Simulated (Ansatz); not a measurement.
MoRu3 (Cu3Au type, Pm-3m) under volume change, the program Ansatz at the r²SCAN level (PAW), scaled uniformly.

```json
[
 {"V (Å³/atom)": "12.763", "E − E(relaxed) (meV/atom)": "…", "P (GPa)": "…"},
 {"V (Å³/atom)": "13.184", "E − E(relaxed) (meV/atom)": "56.2", "P (GPa)": "22.67"},
 {"V (Å³/atom)": "13.605", "E − E(relaxed) (meV/atom)": "…", "P (GPa)": "…"},
 {"V (Å³/atom)": "14.025", "E − E(relaxed) (meV/atom)": "0.0", "P (GPa)": "0.00"},
 {"V (Å³/atom)": "14.446", "E − E(relaxed) (meV/atom)": "11.9", "P (GPa)": "-8.78"},
 {"V (Å³/atom)": "14.867", "E − E(relaxed) (meV/atom)": "44.9", "P (GPa)": "-16.19"},
 {"V (Å³/atom)": "15.288", "E − E(relaxed) (meV/atom)": "95.9", "P (GPa)": "-22.42"}
]
```

Some entries are withheld; supply them.


- 12.763, E − E(relaxed) (meV/atom): 134.3
- 12.763, P (GPa): 37.16
- 13.605, E − E(relaxed) (meV/atom): 13.3
- 13.605, P (GPa): 10.39

What does a third-order Birch–Murnaghan fit give for V₀, B₀ and B′?

V₀ = 14.03 Å³/atom, B₀ = 317 GPa, B′ = 4.6.

The cell is a constructed one: a structure type filled with these elements; neither database checked (COD, Materials Project) lists it. Whether it is the stable phase at ambient conditions was not checked. Symmetry was held in the r²SCAN relaxation; whether a distortion lowers the energy is not shown. The run is not spin-polarised.

Potentials: the earlier of the program's two PAW sets.
